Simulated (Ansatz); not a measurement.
Here is the system:

Co:
```
CELL_PARAMETERS angstrom
      2.45593     0.00000     0.00000
     -1.22797     2.12690     0.00000
      0.00000     0.00000     3.96777
ATOMIC_POSITIONS crystal
  Co 0.66667 0.33333 0.25000
  Co 0.33333 0.66667 0.75000
```
The run is spin-polarised; directions of the spins, atom by atom: ↑ ↑.

This is the PBEsol-relaxed structure. Cartesian axes are those of the cell as given.

Task: All from plane-wave PAW PBEsol (Ansatz code), unless another level is named. Give the Young's modulus.

Result: 308 GPa.

Task: What about the elastic constants (relaxed ions, GPa)?

Result: C11 = 412, C12 = 192, C13 = 130, C33 = 462, C44 = 109.

Space group P6_3/mmc (hcp (Mg type)). The cell was relaxed with PBEsol under the symmetry of its start. Spin order of the final state: ferromagnetic, chosen from 5 collinear starts compared on coarse meshes (ties went to the first, and starts can fall back to one state), not a proven ground state. Textbook magnetic order: ferromagnetic. As this level gives no gap, shear constants depend on the k-mesh and smearing (Fermi–Dirac, 0.1 eV here). On the denser mesh and wider smearing of the elastic run this cell carries a stress of 0.5 GPa.

Potentials: the earlier of the program's two PAW sets. The files were generated under PBE; for other functionals the program regenerates the frozen cores, and for LDA and PBEsol the local potential too.
